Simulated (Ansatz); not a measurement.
BiPt:
```
BiPt
1.0
    4.32834     0.00000     0.00000
   -2.16417     3.74845     0.00000
    0.00000     0.00000     5.45175
Bi Pt
2 2
Direct
  0.33333   0.66667   0.25000
  0.66667   0.33333   0.75000
  0.00000   0.00000   0.50000
  0.00000   0.00000   0.00000
```

Relaxed with LDA. Special points in fractions of this cell's reciprocal vectors: Γ (0.000, 0.000, 0.000); M (0.500, 0.000, 0.000); K (0.333, 0.333, 0.000); A (0.000, 0.000, 0.500); L (0.500, 0.000, 0.500); H (0.333, 0.333, 0.500).

**Question.** List the band energies nearest the Fermi level at these points for LDA (plane waves, PAW; program Ansatz).

**Answer.** In eV from the Fermi level; about four levels below and three above (degenerate sets whole), none deeper than 8.9 eV; points with the same levels are listed once.

| k | below | above |
|---|---|---|
| Γ | -2.97 -2.97 -1.66 -1.66 | 0.22 0.22 1.15 |
| M | -2.36 -1.77 -1.63 -1.43 | 2.28 4.25 4.25 |
| K | -1.71 -1.71 -1.57 -0.21 -0.21 | 0.34 0.34 3.45 |
| A | -3.17 -3.17 -3.17 -3.17 -1.72 -1.72 | 2.44 2.44 2.44 2.44 |
| L | -2.89 -2.89 -2.74 -2.74 | 0.63 0.63 1.22 1.22 |
| H | -2.12 -2.12 -1.54 -1.54 | 4.62 4.62 5.69 5.69 |

Space group P6_3/mmc (NiAs type). The first step of the workflow began from a Materials Project structure, measured or hypothetical; the Crystallography Open Database files this formula in space group No. 194, but the cells were not matched. Whether it is the stable phase at ambient conditions was not checked. Symmetry was held in the LDA relaxation; of distortions, only those at the zone centre were tested. No spin polarisation was allowed. Scalar-relativistic: spin–orbit coupling is off unless named, which matters more the heavier the elements.

Potentials: the later of the program's two PAW sets.
